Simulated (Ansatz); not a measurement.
NbAg in space group Pmma (No. 51; Ag on 2e, Nb on 2f) under volume change, r²SCAN in the plane-wave PAW code Ansatz, shape and atoms relaxed at each volume.

| V (Å³/atom) | E − E(relaxed) (meV/atom) | P (GPa) |
|---|---|---|
| 15.809 | 80.2 | 18.03 |
| 16.331 | 33.4 | 10.93 |
| 16.852 | 7.8 | 4.98 |
| 17.373 | 0.0 | 0.00 |
| 17.894 | 6.9 | -4.13 |
| 18.415 | 26.1 | -7.54 |
| 18.937 | 55.4 | -10.34 |

Q: What does a third-order Birch–Murnaghan fit give for V₀, B₀ and B′?

A: V₀ = 17.37 Å³/atom, B₀ = 150 GPa, B′ = 5.1.

The start of the workflow was typed in or built on a structure type; neither database checked (COD, Materials Project) lists it. Its standing as an ambient phase is unchecked. Symmetry was held in the r²SCAN relaxation; whether a distortion lowers the energy is not shown. The run is not spin-polarised. Its formation energy is positive at this level, so the cell may be metastable or incomplete.

Potentials: the later of the program's two PAW sets.
